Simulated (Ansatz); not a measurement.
# What moves the field gradients of SiO₂?

Cell of run 1: a structure deposited in the COD, taken as it stands.

```cif
data_SiO2
_symmetry_space_group_name_H-M 'P4_12_12'
_symmetry_Int_Tables_number 92
_cell_length_a 4.6320
_cell_length_b 4.6320
_cell_length_c 6.2090
_cell_angle_alpha 90.000
_cell_angle_beta 90.000
_cell_angle_gamma 90.000
loop_
_atom_site_label
_atom_site_type_symbol
_atom_site_symmetry_multiplicity
_atom_site_Wyckoff_symbol
_atom_site_fract_x
_atom_site_fract_y
_atom_site_fract_z
Si Si 4 a 0.3353 0.3353 0.0000
O O 8 b 0.2276 0.1768 0.2228
```

One atom of each set is listed.

Relaxed positions (PBE, cell held):

Si (0.3382, 0.3382, 0.0000)
O (0.2224, 0.1793, 0.2165)

All runs are DFT with Ansatz 0.2.0 (plane waves and PAW, scalar-relativistic unless spin–orbit coupling is named, Γ-centred meshes, Fermi–Dirac smearing where given) in this cell.

Run 1: PBE, gradients read without the response of the cores, atoms as given; 420 eV, 5×5×4 k-points, smearing 0.02 eV.
Run 2: PBE, gradients read without the response of the cores, atoms relaxed; 420 eV, 5×5×4 k-points, smearing 0.02 eV.
Run 3: r2SCAN, gradients read without the response of the cores, at the relaxed atoms; 500 eV, 5×5×4 k-points, smearing 0.02 eV.

**Question.** What does each run give, and what moves the gradients most?

**Answer.** 

```tsv
run	Si V_zz (η)	O V_zz (η)
1	-1.09 (0.03)	8.22 (0.60)
2	-0.81 (0.45)	8.39 (0.44)
3	-0.81 (0.42)	8.35 (0.44)
```

V_zz in 10²¹ V/m². Against run 1, the gradient tensors on these sites move by at most 0.87 in run 2 (O), 0.86 in run 3 (O). Taken one at a time, the positions of the atoms (as given or relaxed) move the tensors on these sites by up to 0.87 (largest principal value of the change, on O), the functional (r2SCAN with its higher cutoff) by 0.06 (O).

The cell is 22 % smaller than that of α-cristobalite at ambient conditions, so the entry probably stands for a crystal under pressure. In runs 1, 3 the atoms aren't at the calculated equilibrium (largest force 0.81, 0.42 eV/Å). The cell isn't the equilibrium one in runs 1, 2 (calculated pressure 8, 10 GPa), and the entry's cell may itself be off.
